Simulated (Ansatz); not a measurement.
AgI:
```yaml
crystal:
  lattice:
    - [4.56021, 0.00000, 0.00000]
    - [-2.28011, 3.94926, 0.00000]
    - [0.00000, 0.00000, 7.45216]
  atoms:
    - { symbol: I, position: [0.33333, 0.66667, 0.00253] }
    - { symbol: I, position: [0.66667, 0.33333, 0.50253] }
    - { symbol: Ag, position: [0.33333, 0.66667, 0.62747] }
    - { symbol: Ag, position: [0.66667, 0.33333, 0.12747] }
```

Relaxed with PBEsol. Independent-particle spectrum: no excitons, no local fields, no scissors shift; 0.1 eV broadening; ε₁ of the summed bands alone.

### Question
Tabulate the dielectric function from plane-wave PAW PBEsol (Ansatz code).

### Answer


| E (eV) | ε₁ xx | ε₂ xx | ε₁ zz | ε₂ zz |
|---|---|---|---|---|
| 0.0 | 5.74 | 0.00 | 5.79 | 0.00 |
| 0.4 | 5.79 | 0.00 | 5.83 | 0.00 |
| 0.8 | 5.97 | 0.00 | 6.00 | 0.00 |
| 1.2 | 6.59 | 0.14 | 6.51 | 0.03 |
| 1.6 | 6.43 | 0.99 | 6.66 | 0.99 |
| 2.0 | 6.30 | 1.14 | 6.45 | 1.25 |
| 2.4 | 6.41 | 1.25 | 6.47 | 1.40 |
| 2.8 | 6.79 | 1.46 | 6.68 | 1.58 |
| 3.2 | 7.54 | 2.37 | 7.14 | 1.91 |
| 3.6 | 7.17 | 3.17 | 7.98 | 2.70 |
| 4.0 | 6.15 | 4.97 | 8.29 | 6.16 |
| 4.4 | 5.97 | 4.73 | 4.95 | 5.88 |
| 4.8 | 5.44 | 4.45 | 4.31 | 5.26 |
| 5.2 | 5.81 | 4.86 | 4.35 | 3.15 |
| 5.6 | 6.46 | 6.09 | 6.84 | 7.19 |
| 6.0 | 3.59 | 9.89 | 4.33 | 10.04 |
| 6.4 | 2.26 | 7.83 | 0.78 | 6.80 |
| 6.8 | 1.18 | 7.13 | 2.27 | 6.39 |
| 7.2 | -0.66 | 7.54 | -0.85 | 8.01 |
| 7.6 | -1.47 | 6.18 | -1.45 | 5.99 |
| 8.0 | -2.30 | 4.92 | -2.27 | 4.43 |
| 8.4 | -2.22 | 2.82 | -1.71 | 2.70 |
| 8.8 | -0.78 | 2.46 | -0.75 | 2.83 |
| 9.2 | -1.32 | 3.03 | -1.31 | 3.15 |
| 9.6 | -1.39 | 1.88 | -1.63 | 2.18 |
| 10.0 | -0.62 | 1.93 | -0.79 | 1.64 |
| 10.4 | -0.90 | 1.80 | -1.03 | 1.87 |
| 10.8 | -0.69 | 1.42 | -0.86 | 1.22 |
| 11.2 | -0.56 | 1.37 | -0.54 | 1.22 |
| 11.6 | -0.47 | 1.27 | -0.38 | 1.16 |
| 12.0 | -0.39 | 1.03 | -0.29 | 1.07 |

### Question
From ε at 1.8 eV (xx: 6.33 + 1.08i), find n, k, the normal reflectivity and the absorption coefficient.

### Answer
n = 2.53, k = 0.214, R = 19 %, α = 2kE/ħc = 39000 cm⁻¹.

With all bands, ε∞ without local fields is 5.93 (xx = yy), 5.97 (zz). DFPT, with local fields, gives 5.46 (xx = yy), 5.53 (zz).

Space group P6_3mc (wurtzite). The cell was relaxed with PBEsol under the symmetry of its start. No spin polarisation was allowed. Spin–orbit coupling is left out wherever it is not named.

Potentials: the later of the program's two PAW sets.
